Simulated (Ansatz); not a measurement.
Relaxed-ion elastic tensor of C in space group P6_3/mmc (No. 194; C on 4e, C on 4f) in GPa (Voigt order), r²SCAN in the plane-wave PAW code Ansatz; density 3.53 g/cm³, 5.65 Å³ per atom.

```
1220  93.4  32.2   0.0   0.0   0.0
93.4  1220  32.2   0.0   0.0   0.0
32.2  32.2  1290   0.0   0.0   0.0
 0.0   0.0   0.0   505   0.0   0.0
 0.0   0.0   0.0   0.0   505   0.0
 0.0   0.0   0.0   0.0   0.0   565
```

Question: Is the crystal mechanically stable?

Answer: Yes: the smallest eigenvalue of C is 505 GPa.

Question: Work out the Voigt, Reuss and Hill averages.

Answer: K_V = 450, K_R = 450, K_H = 450; G_V = 553, G_R = 550, G_H = 552 GPa.

Question: Give Young's modulus, Poisson's ratio, Pugh's ratio and the universal anisotropy index.

Answer: E = 9KG/(3K + G) = 1180 GPa; ν = 0.07; K/G = 0.82 (brittle by the Pugh limit of 1.75); A_U = 5G_V/G_R + K_V/K_R − 6 = 0.03.

Question: Estimate the sound speeds and the Debye temperature.

Answer: v_l = √((K + 4G/3)/ρ) = 18300 m/s, v_t = √(G/ρ) = 12500 m/s, mean 13600 m/s; Θ = (h/k)(3n/4πV)^(1/3) v_m = 2280 K.

Question: How much does each axis shrink under pressure?

Answer: Linear compressibilities β_i = Σ_j S_ij (j = 1 to 3): x 0.74, y 0.74, z 0.74 per TPa.

The first step of the workflow began from a Materials Project structure, measured or hypothetical. Its sites differ from those of the usual phase in this space group: another stacking or structure type. The cell was relaxed with r²SCAN under the symmetry of its start; phonons on a q-mesh show no instability.

Potentials: the earlier of the program's two PAW sets.
